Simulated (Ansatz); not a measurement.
VRu:
```cif
data_RuV
_chemical_formula_sum 'V1 Ru1'
_space_group_name_H-M_alt 'P 1'
_space_group_IT_number 1
_cell_length_a 2.97119
_cell_length_b 2.97119
_cell_length_c 2.97119
_cell_angle_alpha 90.000
_cell_angle_beta 90.000
_cell_angle_gamma 90.000
loop_
_space_group_symop_operation_xyz
  'x, y, z'
loop_
_atom_site_label
_atom_site_type_symbol
_atom_site_fract_x
_atom_site_fract_y
_atom_site_fract_z
_atom_site_occupancy
V1 V 0.50000 0.50000 0.50000 1
Ru1 Ru 0.00000 0.00000 0.00000 1
```
Starting moments (μB, in the order of the atoms V Ru): 0.3 0.0.

This is the PBEsol-relaxed structure.

**Question.** All from the program Ansatz at the PBEsol level (PAW), unless another level is named. Predict the density of states at the Fermi level.

**Answer.** 1.5 states/eV per atom (mean over ±0.08 eV).

**Question.** Give the formation energy from the elements (no fitted shifts).

**Answer.** -0.22 eV/atom.

Space group Pm-3m (CsCl type). The workflow started from an entry of the Crystallography Open Database (COD), which files this formula under 2 space groups. Its standing as an ambient phase is unchecked. The PBEsol relaxation kept the symmetry of its start; its stability against distortions is not shown here. Spin order of the final state: ferromagnetic, the only order run, not a proven ground state. The references are the lowest solids computed at this level, not always the standard phases. Spin–orbit coupling is left out wherever it is not named.

Potentials: the later of the program's two PAW sets.
